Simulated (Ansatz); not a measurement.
AlNi in space group Fd-3m (No. 227; Ni on 8b, Al on 8a) under volume change, PBE (plane waves, PAW; program Ansatz), scaled uniformly.

| V (Å³/atom) | E − E(relaxed) (meV/atom) | P (GPa) |
|---|---|---|
| 11.365 | 54.8 | 17.00 |
| 11.740 | (withheld) | (withheld) |
| 12.115 | 5.4 | 4.78 |
| 12.489 | 0.0 | 0.01 |
| 12.864 | 4.8 | -4.04 |
| 13.239 | 18.4 | -7.48 |
| 13.613 | (withheld) | (withheld) |

Task: Complete the blanks.

Result: 
- 11.740, E − E(relaxed) (meV/atom): 23.0
- 11.740, P (GPa): 10.39
- 13.613, E − E(relaxed) (meV/atom): 39.4
- 13.613, P (GPa): -10.39

Task: What does a third-order Birch–Murnaghan fit give for V₀, B₀ and B′?

Result: V₀ = 12.49 Å³/atom, B₀ = 146 GPa, B′ = 4.4.

The start of the workflow was typed in or built on a structure type; neither database checked (COD, Materials Project) lists it. It is not the phase usual at ambient conditions (space group No. 221). Symmetry was held in the PBE relaxation; its stability against distortions is not shown here. The workflow began spin-polarised and lost its moments.

Potentials: the earlier of the program's two PAW sets.
